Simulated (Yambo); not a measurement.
## K₂PdBr₄: sweep of GW parameters

G0W0@PBEsol for K2PdBr4 (space group P4/mmm, No. 123) in Yambo. Reference settings: 2×2×2 Γ-centred k mesh, bands 5 to 335 and a 7 Ry block in the screening, 335 bands in G with the Bruneval-Gonze terminator, plasmon pole fitted at 27.2 eV. The PBEsol gap X → M on this mesh is 1.11 eV; G0W0 gaps are taken between the same points.

| change from the reference | G0W0 gap X → M (eV) | shift of the valence edge (eV) | rough Yambo cost |
|---|---|---|---|
| reference settings | 3.26 | -1.12 | 1 |
| 122 bands in G | 3.26 | -1.07 | – |
| 152 bands in W | 3.24 | -0.98 | about 1/2 |
| 2 Ry block | 3.47 | -1.08 | about 1/2 |
| 6 Ry block | 3.25 | -1.10 | within a factor of two |
| pole fitted at 15 eV | 3.19 | -1.03 | – |
| 213 bands in G, no terminator | 3.26 | -0.79 | – |
| no terminator | 3.27 | -0.95 | – |

The reference isn't shown to be the converged limit. Costs are rough (shared machines), scaled to the same edge states, and given only for runs that recompute the screening. In the run with 335 bands and a 7 Ry block, which covers more k points, the smallest G0W0 gap is 3.22 eV, A → M.

Spin-orbit splittings are left out.

Geometry of the Materials Project entry, not relaxed at this level; primitive cell a = b = 7.4324 Å, c = 4.3321 Å, α = β = γ = 90.00°.

A shift is the quasiparticle energy of the state minus its PBEsol energy.
